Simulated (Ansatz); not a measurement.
An elastic tensor (GPa, Voigt order, standard axes) from plane-wave PAW LDA (Ansatz code):

```
672  272  272  0.0  0.0  0.0
272  672  272  0.0  0.0  0.0
272  272  672  0.0  0.0  0.0
0.0  0.0  0.0  293  0.0  0.0
0.0  0.0  0.0  0.0  293  0.0
0.0  0.0  0.0  0.0  0.0  293
```

Task: Pick the material that matches.
(A) Sr, fcc (Cu type)
(B) Cs, bcc (W type)
(C) Ir, fcc (Cu type)

Result: C, Ir, fcc (Cu type)

Space group Fm-3m (fcc (Cu type)). The LDA relaxation kept the symmetry of its start. The run is not spin-polarised. As this level gives no gap, shear constants depend on the k-mesh and smearing (Fermi–Dirac, 0.1 eV here). Spin–orbit coupling is left out wherever it is not named.

Potentials: the later of the program's two PAW sets.
